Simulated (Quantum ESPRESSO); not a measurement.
# Re4Zr4: input and log of a self-consistent run

A calculation, not a measurement. The program is pw.x of Quantum ESPRESSO 7.5 (plane-wave density functional theory). The cell is made up: eight metal atoms on a face-centred cubic lattice, with elements, volume, strain and displacements drawn at random and not relaxed, so it may be unstable or far from any real phase. PseudoDojo standard norm-conserving files set the functional (PBE unless stated); there is no spin polarisation or spin-orbit coupling, the Fermi-Dirac width of 0.25 eV means electrons at about 2900 K, and the masses in the input are unused placeholders. Heavy elements are run without spin-orbit coupling, which real alloys of them have. A spin test at this wide smearing found no moment, but such smearing suppresses magnetism that the real alloy may have.

Input:

```
&control calculation='scf', pseudo_dir='./dojo.nc.sr.pbe.v0_5.standard.upf', outdir='./o', disk_io='minimal', tprnfor=.true., tstress=.true. /
&system ibrav=0, nat=8, ntyp=2, nbnd=72, ecutwfc=72.02867146, nosym=.true., tot_charge=0,
 occupations='smearing', smearing='fd', degauss=0.0183746611
/
&electrons conv_thr=1.470e-08, electron_maxstep=70, mixing_beta=0.5 /
ATOMIC_SPECIES
Re 1.0 Re.upf
Zr 1.0 Zr.upf
CELL_PARAMETERS angstrom
2.0949 4.286 2.0996
2.0826 -4.2745 2.0887
2.1918 -0.0051 -6.3854
ATOMIC_POSITIONS angstrom
Re 0.0173 0.0008 -0.0295
Zr 2.1262 -2.1452 -0.0123
Re 2.1561 -0.0184 -2.1843
Re 4.2771 -2.1201 -2.1936
Zr 2.0726 0.0065 2.047
Zr 2.0782 2.0869 -0.04
Zr 4.2034 0.0629 -0.0341
Re 4.2549 2.1456 -2.1258
K_POINTS automatic
5 5 4 1 1 1
```

The log is shortened where brackets say so; the opening notice, blank lines, dates and the lines on written files are dropped, and the path of the files is cut. It prints rydbergs, bohrs and kilobars, and counts compression as positive stress. Its total energy is the free energy E - TS of the whole cell.

```
     Program PWSCF v.7.5
     Parallel version (MPI & OpenMP), running on       4 processor cores
     Number of MPI processes:                 4
     Threads/MPI process:                     1
     [start-up lines left out]
     bravais-lattice index     =            0
     lattice parameter (alat)  =       9.8496  a.u.
     unit-cell volume          =    1035.6498 (a.u.)^3
     number of atoms/cell      =            8
     number of atomic types    =            2
     number of electrons       =       108.00
     number of Kohn-Sham states=           72
     kinetic-energy cutoff     =      72.0287  Ry
     charge density cutoff     =     288.1147  Ry
     scf convergence threshold =      1.5E-08
     mixing beta               =       0.5000
     number of iterations used =            8  plain     mixing
     Exchange-correlation= PBE
                           (   1   4   3   4   0   0   0)
     [axes and pseudopotential details left out]
   Cartesian axes
     site n.     atom                  positions (alat units)
         1        Re     tau(   1) = (   0.0033192   0.0001535  -0.0056598  )
         2        Zr     tau(   2) = (   0.4079299  -0.4115752  -0.0023599  )
         3        Re     tau(   3) = (   0.4136664  -0.0035302  -0.4190768  )
         4        Re     tau(   4) = (   0.8205986  -0.4067595  -0.4208611  )
         5        Zr     tau(   5) = (   0.3976462   0.0012471   0.3927347  )
         6        Zr     tau(   6) = (   0.3987206   0.4003898  -0.0076743  )
         7        Zr     tau(   7) = (   0.8064586   0.0120679  -0.0065424  )
         8        Re     tau(   8) = (   0.8163394   0.4116519  -0.4078531  )
     number of k points=    50  Fermi-Dirac smearing, width (Ry)=  0.0184
                       cart. coord. in units 2pi/alat
        k(    1) = (   0.2617533  -0.0003606  -0.0121854), wk =   0.0400000
        k(    2) = (   0.4139649  -0.0003860  -0.1640044), wk =   0.0400000
     [further k points left out]
     Dense  grid:    85655 G-vectors     FFT dimensions: (  54,  54,  72)
     Estimated max dynamical RAM per process >     304.40 MB
     Estimated total dynamical RAM >       1.13 GB
     Initial potential from superposition of free atoms
     starting charge     107.9893, renormalised to     108.0000
     Starting wfcs are   80 randomized atomic wfcs
     total cpu time spent up to now is        5.1 secs
     per-process dynamical memory:   238.9 Mb
     Self-consistent Calculation
     iteration #  1     ecut=    72.03 Ry     beta= 0.50
     Davidson diagonalization with overlap
     ethr =  1.00E-02,  avg # of iterations =  2.9
     Threshold (ethr) on eigenvalues was too large:
     Diagonalizing with lowered threshold
     Davidson diagonalization with overlap
     ethr =  8.61E-04,  avg # of iterations =  2.4
     total cpu time spent up to now is       26.1 secs
     total energy              =   -1098.63709973 Ry
     estimated scf accuracy    <       0.99225063 Ry
     iteration #  2     ecut=    72.03 Ry     beta= 0.50
     Davidson diagonalization with overlap
     ethr =  9.19E-04,  avg # of iterations =  5.1
     total cpu time spent up to now is       39.9 secs
     total energy              =   -1097.99818769 Ry
     estimated scf accuracy    <      14.31821674 Ry
     iteration #  3     ecut=    72.03 Ry     beta= 0.50
     Davidson diagonalization with overlap
     ethr =  9.19E-04,  avg # of iterations =  3.2
     total cpu time spent up to now is       51.7 secs
     total energy              =   -1099.12139168 Ry
     estimated scf accuracy    <       0.16741439 Ry
     iteration #  4     ecut=    72.03 Ry     beta= 0.50
     Davidson diagonalization with overlap
     ethr =  1.55E-04,  avg # of iterations =  5.2
     total cpu time spent up to now is       64.0 secs
     total energy              =   -1099.14629906 Ry
     estimated scf accuracy    <       0.21430764 Ry
     iteration #  5     ecut=    72.03 Ry     beta= 0.50
     Davidson diagonalization with overlap
     ethr =  1.55E-04,  avg # of iterations =  1.8
     total cpu time spent up to now is       73.5 secs
     total energy              =   -1099.15873862 Ry
     estimated scf accuracy    <       0.06330824 Ry
     [iterations 6 to 13 left out]
     iteration # 14     ecut=    72.03 Ry     beta= 0.50
     Davidson diagonalization with overlap
     ethr =  1.14E-09,  avg # of iterations =  4.8
     total cpu time spent up to now is      168.7 secs
     total energy              =   -1099.16573888 Ry
     estimated scf accuracy    <       0.00000028 Ry
     iteration # 15     ecut=    72.03 Ry     beta= 0.50
     Davidson diagonalization with overlap
     ethr =  2.59E-10,  avg # of iterations =  2.9
     total cpu time spent up to now is      179.1 secs
     total energy              =   -1099.16573891 Ry
     estimated scf accuracy    <       0.00000024 Ry
     iteration # 16     ecut=    72.03 Ry     beta= 0.50
     Davidson diagonalization with overlap
     ethr =  2.21E-10,  avg # of iterations =  1.8
     total cpu time spent up to now is      188.5 secs
     total energy              =   -1099.16573892 Ry
     estimated scf accuracy    <       0.00000014 Ry
     iteration # 17     ecut=    72.03 Ry     beta= 0.50
     Davidson diagonalization with overlap
     ethr =  1.26E-10,  avg # of iterations =  1.2
     total cpu time spent up to now is      197.5 secs
     total energy              =   -1099.16573893 Ry
     estimated scf accuracy    <       0.00000009 Ry
     iteration # 18     ecut=    72.03 Ry     beta= 0.50
     Davidson diagonalization with overlap
     ethr =  8.22E-11,  avg # of iterations =  1.0
     total cpu time spent up to now is      206.3 secs
     End of self-consistent calculation
     [lines on levels left out]
!    total energy              =   -1099.16573893 Ry
     estimated scf accuracy    <       0.00000001 Ry
     smearing contrib. (-TS)   =      -0.16021828 Ry
     internal energy E=F+TS    =   -1099.00552065 Ry
     The total energy is F=E-TS. E is the sum of the following terms:
     one-electron contribution =    -193.06522340 Ry
     hartree contribution      =     148.62771250 Ry
     xc contribution           =    -218.20448699 Ry
     ewald contribution        =    -836.36352276 Ry
     convergence has been achieved in  18 iterations
     Forces acting on atoms (cartesian axes, Ry/au):
     atom    1 type  1   force =    -0.02471785   -0.00937022    0.00942481
     atom    2 type  2   force =    -0.00745386    0.00231629   -0.01128083
     atom    3 type  1   force =     0.01238776   -0.00719046   -0.01385605
     atom    4 type  1   force =     0.00060766    0.00694159    0.00891416
     atom    5 type  2   force =    -0.07116645    0.00275935    0.09113772
     atom    6 type  2   force =     0.00329876    0.02058511   -0.00240512
     atom    7 type  2   force =     0.08949823   -0.01864015   -0.07854989
     atom    8 type  1   force =    -0.00245424    0.00259849   -0.00338480
     Total force =     0.172834     Total SCF correction =     0.000259
     Computing stress (Cartesian axis) and pressure
          total   stress  (Ry/bohr**3)                   (kbar)     P=      -72.78
  -0.00057395  -0.00001093   0.00010656          -84.43       -1.61       15.68
  -0.00001093  -0.00038535  -0.00000921           -1.61      -56.69       -1.36
   0.00010656  -0.00000921  -0.00052492           15.68       -1.36      -77.22
     init_run     :      4.88s CPU      5.09s WALL (       1 calls)
     electrons    :    197.59s CPU    201.16s WALL (       1 calls)
     forces       :      1.95s CPU      1.95s WALL (       1 calls)
     stress       :      6.85s CPU      6.85s WALL (       1 calls)
     [timing details left out]
     PWSCF        :   3m31.35s CPU   3m35.15s WALL
     JOB DONE.
```

In other units: free energy -14954.912 eV for the cell, pressure -7.28 GPa, largest force component 2.343 eV/Å in size. The run took 217 s of wall time with four MPI processes on a shared machine (AMD EPYC, Zen 5, virtual cores), so the time is rough. A rerun of this cell at a higher cutoff and on a denser mesh moved values by no more than 0.008 eV in energy, 0.04 GPa in stress and 0.003 eV/Å in force, and a second program with other atomic files agreed on that cell to 2 % rms in force and 0.5 GPa in pressure.